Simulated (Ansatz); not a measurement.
# Computed properties of ScF$_{3}$

ScF₃:
```xyz
4
Lattice="2.8535 1.6475 2.3299 -2.8535 1.6475 2.3299 0.0000 -3.2950 2.3299" Properties=species:S:1:pos:R:3 pbc="T T T"
Sc     0.0000     0.0000     0.0000
F      1.4256    -2.4692     3.4948
F      1.4256     2.4692     3.4948
F     -2.8512     0.0000     3.4948
```

Space group Pm-3m (No. 221), ReO3 type; conventional cell a = b = c = 4.035 Å, α = β = γ = 90.00°.

Method: plane-wave PAW HSE06 (Ansatz code). Structure relaxed to zero pressure with the same functional. Other levels are named where they apply.

Cell and energy:

```
Item                  Value
---------------  ----------
Volume per atom    16.43 Å³
Density          2.58 g/cm³
```

Electronic structure:

```
Property                                              Result
----------------------------------------  ------------------
Band gap                                  8.78 eV (indirect)
Valence-band maximum                                    at T
Conduction-band minimum                                 at Γ
Smallest direct gap on the standard path             9.29 eV
```

Mechanics:

```
Item                                   Value
----------------------------------  --------
Bulk modulus (Birch–Murnaghan fit)  97.1 GPa
Pressure derivative B′                   4.3
```

Charges:

```
Quantity                    Result
-------------  -------------------
Bader charges  Sc +2.34, F -0.78 e
```

The workflow started from a Materials Project entry (that database holds measured and hypothetical structures alike); the Crystallography Open Database files this formula in space group No. 221, but the cells were not matched. Its standing as an ambient phase is unchecked. The cell was relaxed with HSE06 under the symmetry of its start; its stability against distortions is not shown here. The run is not spin-polarised. The hybrid was solved on a coarse mesh, the path and, where they were found, the r²SCAN edge points; its band edges are the extreme levels among these. Point labels and valley counts follow the cell and symmetry of the run, lower than the named group.

Potentials: the earlier of the program's two PAW sets.
